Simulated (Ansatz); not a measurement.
# LuZn2P2, a known structure type with other elements, at an estimated volume

```yaml
crystal:
  lattice:
    - [2.00005, 3.46419, 0.00000]
    - [-2.00005, 3.46419, 0.00000]
    - [0.00000, 0.00000, 6.68567]
  atoms:
    - { symbol: Zn, position: [0.33330, 0.33340, 0.63400] }
    - { symbol: Zn, position: [0.66670, 0.66660, 0.36600] }
    - { symbol: P, position: [0.33330, 0.33340, 0.25890] }
    - { symbol: P, position: [0.66670, 0.66660, 0.74110] }
    - { symbol: Lu, position: [0.00000, 0.00000, 0.00000] }
```

Single point in Ansatz 0.2.0 with PBE, no spin polarisation. Cutoff 420 eV, PAW datasets, 10×10×5 Γ-centred k mesh, fermi-dirac filling (width 0.1 eV).

(1) Which element gives electrons and which takes them?

(2) Is it stable against the elements?

(3) What happens at the Fermi level?

(4) Where is the largest force?

Origin: a known structure type with other elements, at an estimated volume, so it need not be a known compound.

## Answers

(1) Bader charges in e: Lu +1.61, Zn +0.54, P -1.34. In the mean Lu gives up most and P takes most.

(2) -0.59 eV an atom against the elements' usual phases (free molecules for gases, crystals otherwise, with no correction for O₂ or N₂), so it is bound against them; other compounds may still compete. Relaxing would lower it.

(3) It is a metal, with about 2 states/eV a cell as the mean within 0.25 eV of the Fermi level, mostly Lu d (58 %) and Zn s (12 %).

(4) The largest is on P3 (and as large on other atoms): 0.34 eV/Å, components (0.00, 0.00, -0.34). It makes 107° with the line to a nearest neighbour, Zn2 at 2.42 Å.
